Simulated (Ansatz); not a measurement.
Consider the following.

MnH2O2:
```xyz
5
Lattice="2.8683 1.6560 0.0000 -2.8683 1.6560 0.0000 -0.0006 0.0000 4.6006" Properties=species:S:1:pos:R:3 pbc="T T T"
Mn     2.3656     1.6560     0.1016
H      0.4508     1.6560     2.1350
H     -1.4616     1.6560     2.6687
O      0.4523     1.6560     1.1712
O     -1.4607     1.6560     3.6326
```
The run is spin-polarised, in the one order tried: ferromagnetic.

This is the r²SCAN+D4-relaxed structure.

Problem. All from DFT-r²SCAN+D4 in the program Ansatz with PAW potentials, unless another level is named. Predict the Bader charges.

Solution. Mn +1.55, H +0.57, O -1.34 e.

Problem. Next, the net moment?

Solution. 1.00 μB per atom.

Space group P-3m1. The first step of the workflow began from a Materials Project structure, measured or hypothetical; the Crystallography Open Database copy checked does not list it. Whether it is the stable phase at ambient conditions was not checked. Symmetry was held in the r²SCAN+D4 relaxation; whether a distortion lowers the energy is not shown. Spin order of the final state: ferromagnetic, the only order run, not a proven ground state. The cell computed holds one magnetic atom, so no antiferromagnetic order was within reach. Other orbital occupations within this spin state were not tried. No Hubbard U is applied.

Potentials: the later of the program's two PAW sets.
